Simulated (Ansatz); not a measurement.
## How much do the gradients of RbMnO4 depend on the method?

Cell: an entry of the Crystallography Open Database (COD), ions relaxed with PBE at fixed cell.

Space group Pnma (No. 62); a = 9.5411, b = 5.7392, c = 7.6363 Å.

| site | Wyckoff | site symmetry | x | y | z |
| --- | --- | --- | --- | --- | --- |
| Rb | 4c | .m. | 0.3156 | 0.2500 | 0.6571 |
| Mn | 4c | .m. | 0.4409 | 0.2500 | 0.1980 |
| O9 | 4c | .m. | 0.5970 | 0.2500 | 0.1192 |
| O13 | 4c | .m. | 0.3268 | 0.2500 | 0.0430 |
| O17 | 8d | 1 | 0.4191 | 0.0211 | 0.3177 |

One atom of each set is listed.

First run. All values are calculated (Ansatz; DFT, PBE, plane waves and PAW, scalar-relativistic, 420 eV cutoff, Γ-centred 3×4×3 k-points, Fermi–Dirac smearing 0.02 eV), not measured.

```json
{"site": "Rb", "V_zz (10²¹ V/m²)": "2.38", "η": "0.82"}
{"site": "Mn", "V_zz (10²¹ V/m²)": "-0.45", "η": "0.35"}
{"site": "O9", "V_zz (10²¹ V/m²)": "4.29", "η": "0.10"}
{"site": "O13", "V_zz (10²¹ V/m²)": "4.40", "η": "0.14"}
{"site": "O17", "V_zz (10²¹ V/m²)": "4.78", "η": "0.15"}
```

Second run. The same atoms and settings, except that spin–orbit coupling is included (fully relativistic PAW files).

Question: Given the first result, estimate the second.

Answer: 

```tsv
site	V_zz	η	change of V_zz
Rb	2.38	0.82	0.00
Mn	-0.45	0.35	0.00
O9	4.29	0.10	0.00
O13	4.40	0.14	0.00
O17	4.78	0.15	0.00
```

No V_zz moves by more than 0.01.
